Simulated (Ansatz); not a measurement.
Li4Ti3O8 — 47Ti nuclear quadrupole resonance

Cell: a Materials Project structure (computed, not necessarily an observed phase).

```cif
data_Li4Ti3O8
_symmetry_space_group_name_H-M 'C2/m'
_symmetry_Int_Tables_number 12
_cell_length_a 10.1965
_cell_length_b 5.9591
_cell_length_c 6.0076
_cell_angle_alpha 90.000
_cell_angle_beta 125.880
_cell_angle_gamma 90.000
loop_
_atom_site_label
_atom_site_type_symbol
_atom_site_symmetry_multiplicity
_atom_site_Wyckoff_symbol
_atom_site_fract_x
_atom_site_fract_y
_atom_site_fract_z
Li1 Li 2 d 0.5000 0.0000 0.5000
Li2 Li 4 e 0.2500 0.2500 0.0000
Li4 Li 2 a 0.0000 0.0000 0.0000
Ti5 Ti 4 f 0.2500 0.2500 0.5000
Ti7 Ti 2 c 0.0000 0.0000 0.5000
O8 O 4 i 0.7573 0.0000 0.2739
O9 O 4 i 0.7499 0.0000 0.7194
O10 O 8 j 0.4855 0.7309 0.7148
```

One atom of each set is listed; the run and its k-mesh use a cell of 15 atoms with edges of 5.91, 5.91, 6.01 Å.

Method: Kohn–Sham DFT in Ansatz, PBE, plane waves and PAW, scalar-relativistic, 420 eV cutoff, Γ-centred 5×5×5 k-points, Fermi–Dirac smearing 0.02 eV.

47Ti: I = 5/2, Q = 302.0 mb (year-2017 value). Static lattice, zero field.

Sites with a gradient: Ti5 (2 atoms; 6 O at 1.95–2.05 Å); Ti7 (1 atom; 6 O at 1.95–2.01 Å).

**Question.** The simulated spectrum has lines at 5.17, 8.42, 10.1, 10.6, 19.0 MHz. Sort them into the sets that belong together, and say which site each set most likely comes from.

**Answer.** For I = 5/2 and η = 0 the lines are 3|C_Q|/20 and twice that; η pulls their ratio below 2. At large η the states mix, and weaker lines appear at sums of the main ones; lines under 5 % of the strongest are left out. Ti5: 8.42, 10.6, 19.0 MHz (|C_Q| = 38.4 MHz, η = 0.73). Ti7: 5.17, 10.1 MHz (|C_Q| = 33.8 MHz, η = 0.13).

The sites follow from the calculation. Like point charges on the first shell alone (each adding as 1/d³) would give the same order.
